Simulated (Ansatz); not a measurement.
Input and command of a calculation in Ansatz (plane waves; scalar-relativistic PAW potentials unless the input names others):

```yaml
crystal:
  lattice:
    - [2.4268478678, 0.0, 0.0]
    - [-1.2134239339, 2.1017119046, 0.0]
    - [0.0, 0.0, 3.9652878383]
  atoms:
    - { symbol: Cu, position: [0.3333333333, 0.6666666667, 0.25] }
    - { symbol: Cu, position: [0.6666666667, 0.3333333333, 0.75] }
basis:
  ecutwfc: 420
kpoints:
  mp_grid: { grid: [18, 18, 10] }
hamiltonian:
  xc: pbesol
scf:
  occupations: { method: gaussian, width: 0.1 }
  max_iter: 75
output:
  forces: true
  eigenvalues: true
  stress: true
total_charge: 0.5
```

```bash
ansatz run input.yaml --threads 1 --pin off --max-ram 2560MiB --backend cpu --events-out ev --progress --plain --runs-dir out
```

Abridged log:
```
Basis set: ecut = 420 eV, 391 PW (Γ), exchange–correlation on 36×36×54 points (8 copies of the dense FFT grid, shifted against one another)
Bands: 23, of which v1, the nominal top of the filled ones, is band 19 counted from 1 (18 counted from 0)
Symmetry: 24 space group operations
k-points: 222 of 3240
SCF iter   1: F=—  HF=-13188.572957 eV  |F-HF|=—  |Δ(HF+E_count)|=         —  Δρ=2.25e-1  dr2=5.62e0  ethr=1.77e-3  ⟨swp⟩=5.6  Hψ=19489  notcnv=0
SCF iter   2: F=—  HF=-13187.375573 eV  |F-HF|=—  |Δ(HF+E_count)|=    1.20e0  Δρ=5.83e-2  dr2=4.63e-1  ethr=1.77e-3  ⟨swp⟩=3.0  Hψ=10945  notcnv=0  defer=76
SCF iter   3: F=—  HF=-13187.226138 eV  |F-HF|=—  |Δ(HF+E_count)|=   1.49e-1  Δρ=9.33e-3  dr2=1.30e-2  ethr=1.24e-3  ⟨swp⟩=2.1  Hψ=9076  notcnv=0  defer=76
SCF iter   4: F=—  HF=-13187.251642 eV  |F-HF|=—  |Δ(HF+E_count)|=   2.55e-2  Δρ=3.42e-3  dr2=7.17e-4  ethr=3.47e-5  ⟨swp⟩=2.0  Hψ=8547  notcnv=0  defer=78
SCF iter   5: F=—  HF=-13187.262559 eV  |F-HF|=—  |Δ(HF+E_count)|=   1.09e-2  Δρ=3.24e-4  dr2=5.21e-6  ethr=1.91e-6  ⟨swp⟩=2.0  Hψ=10048  notcnv=0  defer=77
SCF iter   6: F=—  HF=-13187.262875 eV  |F-HF|=—  |Δ(HF+E_count)|=   3.16e-4  Δρ=4.21e-5  dr2=5.99e-8  ethr=1.39e-8  ⟨swp⟩=3.1  Hψ=10891  notcnv=0  defer=77
SCF iter   7: F=-13187.262878 eV  HF=-13187.262878 eV  |F-HF|=4.62e-9  |Δ(HF+E_count)|=   2.79e-6  Δρ=2.27e-6  dr2=3.70e-10  ethr=1.60e-10  ⟨swp⟩=7.4  Hψ=26306  notcnv=0
SCF 1 converged in 7 iterations: F = -13187.262878 eV  dr2 = 3.70e-10
SCF converged after 7 iterations
Free energy (F): -13187.262878 eV
Harris-Foulkes:  -13187.262878 eV  (|F-HF|=4.62e-9)
Internal energy: -13187.259518 eV  (E = F + TS)
E sigma→0 (E₀):  -13187.261198 eV
Entropy (-TS):   -0.003360 eV (-1.680 meV/atom)
Fermi energy:    19.349883 eV
--- Forces (eV/Å), atoms counted from 1 ---
  atom   1  Cu     0.00000000     0.00000000     0.00000000
  atom   2  Cu     0.00000000     0.00000000     0.00000000
--- Stress (GPa, compression-positive) ---
       30.242743       0.000000       0.000000
        0.000000      30.242743       0.000000
        0.000000       0.000000      31.343630
  P = ⅓ Tr σ = 30.6097 GPa (306.097 kbar)
```

Task: What should be changed?

Result: The fault is a net charge on a solid that should be neutral, 0.5 electrons a cell too few, offset by a uniform background, so that energy and pressure hang on that convention (total_charge: not typed → 0.5, the first being the value of the sound run). Setting it back cures it. The run converged all the same, with a total energy on another zero, pressure 30.61 GPa (with the neutralising background of the charged cell), largest force 0.000 eV/Å, no gap on the mesh, so convergence alone doesn't show that an input is right. A reference run on usual settings, whose relaxation ended at this geometry, converged, and the end of its own relaxation has pressure 25.00 GPa, largest force 0.000 eV/Å, no gap on the mesh (its cell was held, or driven to that pressure on purpose).

It took 5.7 s on 1 thread of AMD EPYC 7R13 Processor (Zen 3), with other jobs on the host, peak memory 0.41 GiB.